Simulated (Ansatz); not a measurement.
Hf₂Ge:
```
Hf2Ge
1.0
   -3.30490     3.30490     2.63587
    3.30490    -3.30490     2.63587
    3.30490     3.30490    -2.63587
Hf Ge
4 2
Direct
  0.84495   0.65505   0.50000
  0.15505   0.34495   0.50000
  0.65505   0.15505   0.81011
  0.34495   0.84495   0.18989
  0.75000   0.75000   0.00000
  0.25000   0.25000   0.00000
```

Relaxed with r²SCAN. Special points in fractions of this cell's reciprocal vectors: Γ (0.000, 0.000, 0.000); X (0.000, 0.000, 0.500); M (-0.500, 0.500, 0.500); Z (0.409, 0.409, -0.409); Z0 (-0.409, 0.591, 0.409); P (0.250, 0.250, 0.250); N (0.000, 0.500, 0.000).

**Question.** List the band energies nearest the Fermi level at these points for DFT-r²SCAN in the program Ansatz with PAW potentials.

**Answer.** In eV from the Fermi level; about four levels below and three above (degenerate sets whole), none deeper than 8.9 eV; points with the same levels are listed once.

| k | below | above |
|---|---|---|
| Γ | -1.40 -1.40 -1.26 -1.01 | 1.98 2.15 2.27 |
| X | -1.54 -1.41 -0.96 -0.57 | 1.40 1.58 1.88 |
| M | -2.20 -2.20 -0.95 -0.64 | 0.08 0.35 0.42 0.42 |
| Z | -2.22 -2.22 -1.14 -0.25 -0.21 | 0.61 0.61 0.91 |
| P | -0.84 -0.84 -0.75 -0.75 | 0.20 0.20 2.27 2.27 |
| N | -0.88 -0.88 -0.53 -0.53 | 0.13 0.13 2.12 2.12 |

Space group I4/mcm. The workflow started from a Materials Project entry (that database holds measured and hypothetical structures alike); the Crystallography Open Database copy checked does not list it. Its standing as an ambient phase is unchecked. Symmetry was held in the r²SCAN relaxation; its stability against distortions is not shown here. No spin polarisation was allowed. Scalar-relativistic: spin–orbit coupling is off unless named, which matters more the heavier the elements.

Potentials: the earlier of the program's two PAW sets.
